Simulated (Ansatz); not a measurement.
Hf:
```yaml
crystal:
  lattice:
    - [3.19801, 0.00000, 0.00000]
    - [-1.59900, 2.76955, 0.00000]
    - [0.00000, 0.00000, 5.04574]
  atoms:
    - { symbol: Hf, position: [0.33333, 0.66667, 0.25000] }
    - { symbol: Hf, position: [0.66667, 0.33333, 0.75000] }
```

Relaxed with r²SCAN. Special points in fractions of this cell's reciprocal vectors: Γ (0.000, 0.000, 0.000); M (0.500, 0.000, 0.000); K (0.333, 0.333, 0.000); A (0.000, 0.000, 0.500); L (0.500, 0.000, 0.500); H (0.333, 0.333, 0.500).

Task: List the band energies nearest the Fermi level at these points for DFT-r²SCAN with spin–orbit coupling in the program Ansatz with PAW potentials.

Result: In eV from the Fermi level; about four levels below and three above (degenerate sets whole), none deeper than 8.9 eV; points with the same levels are listed once.

```
k                    below                above
-  -----------------------  -------------------
Γ  -7.73 -7.73 -3.83 -3.83  0.43 0.43 1.14 1.14
M  -2.32 -2.32 -1.00 -1.00  0.87 0.87 0.98 0.98
K  -1.79 -1.79 -1.60 -1.60  0.39 0.39 0.50 0.50
A  -5.65 -5.65 -5.65 -5.65  0.17 0.17 0.17 0.17
L  -1.01 -1.01 -1.01 -1.01  1.06 1.06 1.06 1.06
H  -0.49 -0.49 -0.18 -0.18  2.67 2.67 2.96 2.96
```

Space group P6_3/mmc (hcp (Mg type)). The r²SCAN relaxation kept the symmetry of its start; of distortions, only those at the zone centre were tested. The run is not spin-polarised.

Potentials: the earlier of the program's two PAW sets.
